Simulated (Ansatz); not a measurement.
AlNi (CsCl type, Pm-3m) at seven volumes, LDA (plane waves, PAW; program Ansatz), scaled uniformly. One row is withheld.

```tsv
V (Å³/atom)	P (GPa)
10.341	21.50
10.682	13.15
11.023	6.05
11.364	0.00
11.705	-5.15
12.046	?
12.387	-13.28
```

Q: Fit the shown pressures and predict the withheld one.

A: P = (3/2)B₀(x^(7/2) − x^(5/2))[1 + (3/4)(B′ − 4)(x − 1)] with x = (V₀/V)^(2/3). Least squares on the six rows gives V₀ = 11.364 Å³/atom, B₀ = 186 GPa, B′ = 4.33. At V = 12.046, x = 0.9619 and P = -9.56 GPa. The run itself gave -9.54 GPa.

Symmetry was held in the LDA relaxation; of distortions, only those at the zone centre were tested. The run is not spin-polarised.

Potentials: the later of the program's two PAW sets.
